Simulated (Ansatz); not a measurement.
MgTe (CsCl type, Pm-3m) at seven volumes, plane-wave PAW LDA (Ansatz code), scaled uniformly. One row is withheld.

```tsv
V (Å³/atom)	P (GPa)
21.843	5.90
22.564	3.60
23.284	1.66
24.004	0.00
24.724	?
25.444	-2.73
26.164	-3.81
```

Task: Fit the shown pressures and predict the withheld one.

Result: P = (3/2)B₀(x^(7/2) − x^(5/2))[1 + (3/4)(B′ − 4)(x − 1)] with x = (V₀/V)^(2/3). Least squares on the six rows gives V₀ = 23.995 Å³/atom, B₀ = 52.1 GPa, B′ = 3.92. At V = 24.724, x = 0.9802 and P = -1.47 GPa. The run itself gave -1.47 GPa.

A made-up cell: these elements were put on the sites of a structure type; neither database checked (COD, Materials Project) lists it. COD files the formula under space group No. 186, so this cell is another polymorph or a model. Whether it is the stable phase at ambient conditions was not checked. Symmetry was held in the LDA relaxation. At this level the phase is dynamically unstable (imaginary phonons). Scalar-relativistic: spin–orbit coupling is off unless named, which matters more the heavier the elements.

Potentials: the later of the program's two PAW sets.
